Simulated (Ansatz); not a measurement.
Relaxed-ion elastic tensor of HfB₂ in space group P6/mmm (No. 191; Hf on 1a, B on 2d) in GPa (Voigt order), LDA (plane waves, PAW; program Ansatz); density 11.64 g/cm³, 9.51 Å³ per atom.

```csv
,1,2,3,4,5,6
1,646,70.1,139,0.0,0.0,0.0
2,70.1,646,139,0.0,0.0,0.0
3,139,139,489,0.0,0.0,0.0
4,0.0,0.0,0.0,288,0.0,0.0
5,0.0,0.0,0.0,0.0,288,0.0
6,0.0,0.0,0.0,0.0,0.0,288
```

Problem. Is the crystal mechanically stable?

Solution. Yes: the smallest eigenvalue of C is 288 GPa.

Problem. Work out the Voigt, Reuss and Hill averages.

Solution. K_V = 275, K_R = 274, K_H = 274; G_V = 269, G_R = 261, G_H = 265 GPa.

Problem. Give Young's modulus, Poisson's ratio, Pugh's ratio and the universal anisotropy index.

Solution. E = 9KG/(3K + G) = 601 GPa; ν = 0.14; K/G = 1.04 (brittle by the Pugh limit of 1.75); A_U = 5G_V/G_R + K_V/K_R − 6 = 0.15.

Problem. Estimate the sound speeds and the Debye temperature.

Solution. v_l = √((K + 4G/3)/ρ) = 7340 m/s, v_t = √(G/ρ) = 4770 m/s, mean 5230 m/s; Θ = (h/k)(3n/4πV)^(1/3) v_m = 735 K.

Problem. Solve the Christoffel equation for the three sound speeds along x, y, z.

Solution. Eigenvalues of C_ijkl n_j n_l equal ρv². In km/s, slowest first: x 4.97, 4.98, 7.45; y 4.97, 4.98, 7.45; z 4.97, 4.97, 6.48.

Problem. How much does each axis shrink under pressure?

Solution. Linear compressibilities β_i = Σ_j S_ij (j = 1 to 3): x 1.1, y 1.1, z 1.4 per TPa.

Symmetry was held in the LDA relaxation; of distortions, only those at the zone centre were tested. The run is not spin-polarised. As this level gives no gap, shear constants depend on the k-mesh and smearing (Fermi–Dirac, 0.1 eV here). Scalar-relativistic: spin–orbit coupling is off unless named, which matters more the heavier the elements.

Potentials: the later of the program's two PAW sets.
